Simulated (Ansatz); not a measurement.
# Calculated electric field gradients for Na₂P₃HO₉

The cell is a Materials Project structure (computed, not necessarily an observed phase).

Space group P-1 (No. 2); a = 6.7886, b = 7.2691, c = 7.8567 Å, α = 92.32°, β = 102.53°.

| site | Wyckoff | site symmetry | x | y | z |
| --- | --- | --- | --- | --- | --- |
| Na1 | 2i | 1 | 0.5849 | 0.6429 | 0.8454 |
| Na3 | 2i | 1 | 0.0879 | 0.6535 | 0.8532 |
| H | 2i | 1 | 0.7964 | 0.9797 | 0.8216 |
| P7 | 2i | 1 | 0.0954 | 0.1615 | 0.7776 |
| P9 | 2i | 1 | 0.5367 | 0.1698 | 0.7760 |
| P11 | 2i | 1 | 0.7669 | 0.3622 | 0.5522 |
| O13 | 2i | 1 | 0.1248 | 0.3107 | 0.9189 |
| O15 | 2i | 1 | 0.5852 | 0.3152 | 0.9190 |
| O17 | 2i | 1 | 0.6398 | 0.9803 | 0.8208 |
| O19 | 2i | 1 | 0.0091 | 0.9784 | 0.8114 |
| O21 | 2i | 1 | 0.3053 | 0.1157 | 0.7158 |
| O23 | 2i | 1 | 0.9652 | 0.2314 | 0.5955 |
| O25 | 2i | 1 | 0.5898 | 0.2273 | 0.5980 |
| O27 | 2i | 1 | 0.7939 | 0.5280 | 0.6739 |
| O29 | 2i | 1 | 0.2843 | 0.6226 | 0.6406 |

One atom of each set is listed.

All values are calculated (Ansatz; DFT, PBE, plane waves and PAW, scalar-relativistic, 420 eV cutoff, Γ-centred 3×3×3 k-points, Fermi–Dirac smearing 0.02 eV), not measured.

C_Q = eQV_zz/h, which is 24.18 MHz for Q = 1 b and V_zz = 10²¹ V/m²; η = (V_xx − V_yy)/V_zz.

²³Na: I = 3/2, Q = 104.0 mb; H-2: I = 1, Q = 2.858 mb; 17O: I = 5/2, Q = -25.58 mb. Quadrupole moments are those of Pyykkö's year-2017 table.

```json
{"site": "Na1", "atoms": "2", "first shell": "6 O at 2.29–2.50 Å", "V_zz (10²¹ V/m²)": "0.87", "η": "0.28", "C_Q (MHz)": "2.18"}
{"site": "Na3", "atoms": "2", "first shell": "6 O at 2.34–2.57 Å", "V_zz (10²¹ V/m²)": "0.34", "η": "0.20", "C_Q (MHz)": "0.855"}
{"site": "H", "atoms": "2", "first shell": "1 O at 1.06 Å; also 1 O at 1.46 Å", "V_zz (10²¹ V/m²)": "1.47", "η": "0.28", "C_Q (MHz)": "0.102"}
{"site": "P7", "atoms": "2", "first shell": "4 O at 1.50–1.63 Å", "V_zz (10²¹ V/m²)": "-7.26", "η": "0.53", "C_Q (MHz)": "–"}
{"site": "P9", "atoms": "2", "first shell": "4 O at 1.49–1.59 Å", "V_zz (10²¹ V/m²)": "-4.80", "η": "0.38", "C_Q (MHz)": "–"}
{"site": "P11", "atoms": "2", "first shell": "4 O at 1.49–1.66 Å", "V_zz (10²¹ V/m²)": "-9.07", "η": "0.54", "C_Q (MHz)": "–"}
{"site": "O13", "atoms": "2", "first shell": "1 P at 1.50 Å; also 3 Na at 2.41–2.57 Å", "V_zz (10²¹ V/m²)": "8.49", "η": "0.20", "C_Q (MHz)": "-5.25"}
{"site": "O15", "atoms": "2", "first shell": "1 P at 1.49 Å; also 3 Na at 2.39–2.53 Å", "V_zz (10²¹ V/m²)": "8.25", "η": "0.15", "C_Q (MHz)": "-5.10"}
{"site": "O17", "atoms": "2", "first shell": "1 H at 1.06 Å, 1 P at 1.56 Å, angle 114°; also 1 Na at 2.50 Å", "V_zz (10²¹ V/m²)": "11.14", "η": "0.88", "C_Q (MHz)": "-6.89"}
{"site": "O19", "atoms": "2", "first shell": "1 P at 1.51 Å; also 1 H at 1.46 Å, 1 Na at 2.44 Å", "V_zz (10²¹ V/m²)": "9.06", "η": "0.60", "C_Q (MHz)": "-5.60"}
{"site": "O21", "atoms": "2", "first shell": "2 P at 1.58–1.63 Å, angle 138°", "V_zz (10²¹ V/m²)": "14.40", "η": "0.28", "C_Q (MHz)": "-8.91"}
{"site": "O23", "atoms": "2", "first shell": "2 P at 1.61–1.63 Å, angle 131°", "V_zz (10²¹ V/m²)": "13.61", "η": "0.47", "C_Q (MHz)": "-8.42"}
{"site": "O25", "atoms": "2", "first shell": "2 P at 1.59–1.66 Å, angle 133°", "V_zz (10²¹ V/m²)": "13.68", "η": "0.40", "C_Q (MHz)": "-8.46"}
{"site": "O27", "atoms": "2", "first shell": "1 P at 1.49 Å, 2 Na at 2.29–2.34 Å", "V_zz (10²¹ V/m²)": "8.55", "η": "0.13", "C_Q (MHz)": "-5.29"}
{"site": "O29", "atoms": "2", "first shell": "1 P at 1.49 Å; also 2 Na at 2.31–2.36 Å", "V_zz (10²¹ V/m²)": "8.63", "η": "0.17", "C_Q (MHz)": "-5.34"}
```

At O13, O15, O19 and O29 V_zz points along its bond to P (within 9°) in each case. At O21, O23 and O25 V_zz runs parallel to the line that joins its two neighbours (within 2°) in each case. At H V_zz points along its bond to O (within 2°).

P has no stable isotope with a ground-state quadrupole moment in the table, so no C_Q is given.

The run took 38 s of wall time (38 s of CPU time) and 0.89 GiB at its peak, on 1 thread of Intel Xeon 6975P-C (Granite Rapids) (x86_64; 16 cores open to the job, memory cap 2.5 GiB, no GPU), a shared host with a load of 0.6 a core.
